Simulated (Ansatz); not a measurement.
A relaxed cell of Te₂Pb₃Se is given with its symmetry left out. The cell was found from a structure generator's guess, not taken from experiment.

Theory: DFT PBE, scalar-relativistic, plane waves, PAW in Ansatz 0.2.0. Cutoff 420 eV, Γ-centred mesh, Gaussian smearing, no spin polarisation.

```xyz
6
Lattice="-2.2815 9.6664 2.3157 2.2815 -9.6664 2.3157 2.2815 9.6664 -2.3157" Properties=species:S:1:pos:R:3 pbc="T T T"
Te    2.2815   -3.2529    2.2611
Te    2.2815    3.2529    2.2611
Pb    0.0000    3.1138    0.0162
Pb    0.0000   16.2191    0.0162
Pb    0.0000    9.6664    0.2324
Se    0.0000    0.0000    4.5087
```

Energies over the elements count from the elements' standard structures at the same level, with no fitted energy shifts.

Problem. Find its symmetry and describe it.

Solution. Imm2 (No. 44), with Te and Se ordered on rock salt sites. Conventional cell: a = 4.563 Å, b = 19.333 Å, c = 4.631 Å. Te has 6 Pb at 3.20–3.30 Å; Pb on a site of symmetry m is surrounded by 1 Se at 3.12 Å and 5 Te at 3.20–3.30 Å; Pb on a site of symmetry mm2 has 2 Se at 3.01 Å, 2 Te at 3.27 Å and 2 Se at 3.51 Å; Se is surrounded by 4 Pb at 3.01–3.12 Å and 2 Pb at 3.51 Å.

Problem. How far does it lie from the elements in energy?

Solution. −0.444 eV/atom. A negative formation energy is needed for stability but isn't enough: competing phases decide.

Problem. Is it a metal?

Solution. No, the gap on the 8×8×8 mesh is 0.72 eV.

The last run used an 8×8×8 mesh for its 6-atom cell and Gaussian smearing of 0.02 eV. These runs have no spin–orbit coupling, which can matter for Pb and Te. Kohn–Sham gaps at this level usually fall short of measured ones. The missing spin–orbit coupling can work the other way here. The reference forms of Se and Te are held partly by dispersion forces, which this level lacks. This cell was reached by moving the atoms of another relaxed cell at random and relaxing again, last within the group found; it had no such test of its own.
